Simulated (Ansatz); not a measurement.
B2CO:
Space group I-42d (No. 122); a = b = 3.7065 Å, c = 7.4708 Å, α = β = γ = 90.00°

```csv
atom,site,symmetry,x,y,z
C,4a,-4..,0.0000,0.0000,0.0000
O,4b,-4..,0.0000,0.0000,0.5000
B,8d,.2.,0.2289,0.2500,0.1250
```
(The calculation used a cell of 8 atoms; values per cell refer to that cell.)

Relaxed with r²SCAN. r²SCAN (plane waves, PAW; program Ansatz) gives a gap of 3.47 eV.

### Question
What gap does HSE06 give on the same cell (Ansatz, PAW)?

### Answer
4.22 eV, 0.75 eV more. The hybrid was solved on a coarser mesh and at special points; the gap given is the minimum over both.

```
k   v1 r²SCAN  c1 r²SCAN  v1 HSE06  c1 HSE06
--  ---------  ---------  --------  --------
Γ       -0.01       4.18     -0.01      4.95
M       -1.87       3.61     -1.94      4.35
X       -0.55       6.96     -0.58      7.90
P       -1.13       7.22       [?]       [?]
N       -0.66       7.08       [?]       [?]
S0      -1.17       5.47       [?]       [?]
R       -0.91       7.22       [?]       [?]
```

### Question
Top valence (v1) and lowest conduction level (c1) in eV from each method's valence maximum (which need not be a listed point): supply the withheld HSE06 values.

### Answer

- S0, v1 HSE06: -1.23
- S0, c1 HSE06: 6.29
- R, v1 HSE06: -0.95
- R, c1 HSE06: 8.16
- P, v1 HSE06: -1.18
- P, c1 HSE06: 8.16
- N, v1 HSE06: -0.69
- N, c1 HSE06: 7.97

Cost on shared cores: the r²SCAN run (SCF on a 10×10×10 mesh, then bands and DOS) around 2.1 core-minutes (rough), the HSE06 run (SCF on 6×6×6, then a few points) roughly 3 core-minutes; the tasks are unlike.

The start of the workflow was typed in or built on a structure type; neither database checked (COD, Materials Project) lists it. Its standing as an ambient phase is unchecked. The r²SCAN relaxation kept the symmetry of its start; whether a distortion lowers the energy is not shown.

Potentials: the earlier of the program's two PAW sets. The files were generated under PBE; for other functionals the program regenerates the frozen cores, and for LDA and PBEsol the local potential too.
